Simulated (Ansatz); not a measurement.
## Ta₂O₅ (Pmmm), comparing deformations

The calculation used DFT r2SCAN, scalar-relativistic, plane waves, PAW (Ansatz). Settings: plane waves to 500 eV, k-mesh 8×8×4 (Γ-centred), Gaussian smearing 0.05 eV. Spin–orbit coupling is left out, which can shift energies with elements as heavy as these. No spin polarisation. Energies are free energies at this smearing, counted from the undisturbed cell; pressure is positive in compression.

Zero of the scan (relaxed at this level; it needn't be the usual structure):

```
Ta O
1.0
     3.66565    0.00000    0.00000
     0.00000    3.85735    0.00000
     0.00000    0.00000    6.45619
Ta O
2 5
Direct
  0.50000 0.00000 0.50000
  0.00000 0.00000 0.00000
  0.50000 0.50000 0.50000
  0.00000 0.00000 0.67967
  0.00000 0.50000 0.00000
  0.50000 0.00000 0.00000
  0.00000 0.00000 0.32033
```

The cell is strained by ε times a Voigt pattern (xx, yy, zz, yz, xz, xy; engineering shear) with fractional coordinates fixed. τ = (1/V0) dE/dε comes from the stress tensor. Of each scan, only the three points used here are listed.

```csv
pattern,ε,τ (GPa)
"(1, 1, 0, 0, 0, 0)",-0.0250,-45.86
"(1, 1, 0, 0, 0, 0)",0.0000,-0.02
"(1, 1, 0, 0, 0, 0)",0.0250,35.85
"(0, 0, 1, 0, 0, 0)",-0.0250,-8.75
"(0, 0, 1, 0, 0, 0)",0.0000,-0.03
"(0, 0, 1, 0, 0, 0)",0.0250,7.03
"(0, 0, 0, 0, 1, 0)",-0.0187,-1.21
"(0, 0, 0, 0, 1, 0)",0.0000,0.00
"(0, 0, 0, 0, 1, 0)",0.0187,1.21
```

Problem. Which constants do the scans give, and which deformation costs least for the same size of strain tensor?

Solution. The slope dτ/dε at zero (parabola through three points) is pᵀCp: (1, 1, 0, 0, 0, 0) gives C11 + C22 + 2 C12 = 1634 GPa; (0, 0, 1, 0, 0, 0) gives C33 = 316 GPa; (0, 0, 0, 0, 1, 0) gives C55 = 65 GPa. The size of the strain tensor, ε:ε, is ε² times 2.0, 1.0, 0.5. Per unit of it the stiffnesses are 817, 316, 130 GPa, so (0, 0, 0, 0, 1, 0) is the softest of these: at ε:ε = (1 %)² the quadratic term costs 0.53 meV/atom against 3.33 for the stiffest. These are clamped-ion values.

Forces appear on the atoms along this scan, and letting them relax would lower the energy and soften the response.